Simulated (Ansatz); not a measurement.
**P: energy along a strain**

P, P4/mmm, a = 2.449 Å, c = 2.412 Å. This isn't the element's structure at ambient conditions. Ansatz: r2SCAN, PAW, 500 eV, Γ-centred 24×24×12 mesh on 2 atoms, Gaussian smearing 0.15 eV; no spin polarisation. Cell vectors (Å): 2.449 0.000 0.005; 0.000 2.450 0.000; -0.010 0.000 4.824. The cell is strained by x per cent times the pattern (1 -1 0 0 0 0) in the order xx yy zz yz xz xy (engineering shears), with fractional coordinates held. y is the free energy over the start, V0 = 14.471 Å³/atom.

| x (%) | y (meV/atom) |
| --- | --- |
| -6.00 | ? |
| -3.00 | 17.04 |
| 0.00 | 0.00 |
| 1.50 | 4.07 |
| 4.50 | 40.27 |
| 6.00 | 71.34 |

Fit y = c2 x² + c3 x³ to the other rows, get the stiffness along the pattern, and predict the missing energy.

Least squares on the rows shown. y = 1.9307 x² + 0.0091842 x³. The clamped-ion stiffness p·C·p = 2 × 19.31 eV × 160.2 / 14.471 Å³ = 427 GPa. At x = -6.00 the fit asked for gives 67.52 meV/atom. The run gave 71.56 meV/atom, so the fit is 4.04 meV/atom too low, 5.6 % of the span of the series, against an rms of 0.24 meV/atom on the fitted rows. The row lies outside the fitted range. With a term in x⁴ added, a fit to the same known rows predicts 64.93 meV/atom, further off still.

Cost: 6 runs of about 6.1 core-minutes in all, on Intel Xeon Processor @ 2.70GHz (shared hosts).